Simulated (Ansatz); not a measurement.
AlNi:
```cif
data_AlNi
_chemical_formula_sum 'Al1 Ni1'
_space_group_name_H-M_alt 'P 1'
_space_group_IT_number 1
_cell_length_a 2.83212
_cell_length_b 2.83212
_cell_length_c 2.83357
_cell_angle_alpha 90.000
_cell_angle_beta 90.000
_cell_angle_gamma 90.000
loop_
_space_group_symop_operation_xyz
  'x, y, z'
loop_
_atom_site_label
_atom_site_type_symbol
_atom_site_fract_x
_atom_site_fract_y
_atom_site_fract_z
_atom_site_occupancy
Al1 Al 0.00000 0.00000 0.00000 1
Ni1 Ni 0.50000 0.50000 0.50000 1
```

This is the LDA-relaxed structure.

**Question.** All from plane-wave PAW LDA (Ansatz code), unless another level is named. Predict the density of states at the Fermi level.

**Answer.** 0.39 states/eV per atom (mean over ±0.08 eV).

**Question.** Predict the formation energy from the elements (no fitted shifts).

**Answer.** -0.70 eV/atom.

Space group Pm-3m (CsCl type). The cell was relaxed with LDA under the symmetry of its start; of distortions, only those at the zone centre were tested. The run is not spin-polarised. The references are the lowest solids computed at this level, not always the standard phases.

Potentials: the later of the program's two PAW sets.
